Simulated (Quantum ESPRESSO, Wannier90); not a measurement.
# HgS (zinc blende), plane waves to Wannier functions

```
begin unit_cell_cart
ang
    0.0000000000    2.9696650000    2.9696650000
    2.9696650000    0.0000000000    2.9696650000
    2.9696650000    2.9696650000    0.0000000000
end unit_cell_cart
begin atoms_frac
Hg   0.0000000000  0.0000000000  0.0000000000
S   -0.2500000000 -0.2500000000 -0.2500000000
end atoms_frac
```

Cell from Materials Project (mp-1123), symmetrised, no further relaxation. COD (Crystallography Open Database) has the formula in 4 space groups, this one among them (matched by group alone). Method: PBEsol plane waves in Quantum ESPRESSO 7.5 (PseudoDojo norm-conserving files, 53 Ry, spinors with spin-orbit coupling), Bloch states on a 8×8×8 mesh through Γ, Wannier90 4.0.1. Density: 10×10×10 mesh, Gaussian smearing 0.01 Ry. With spin-orbit coupling a semilocal functional can close or falsely invert a small gap; the band order was not checked against a better method.

Bands 9-10 form an isolated set from -13.09 to -12.42 eV relative to the Fermi level (on the path) and are turned into 2 Wannier functions by minimising the spread from the start: atomic waves S 3s.

**Question.** Where do the functions sit, how wide are they and what are they made of?

**Answer.** 
```json
[
 {"functions": "2", "spread (Å²)": "1.33", "nearest atom, distance (Å)": "S 0.00", "second atom, distance (Å)": "Hg 2.57", "weight on atomic waves": "S 3s 85 %, Hg 6s 8 %, Hg 5d 7 %"}
]
```

Ω_I = 2.67 Å², Ω_total = 2.67 Å²; the interpolated bands follow pw.x to 0.0 meV rms on the path. Only this start was tried; a symmetric start can stop on a saddle, and mixtures of these functions could lower the total by at most Ω_total − Ω_I.
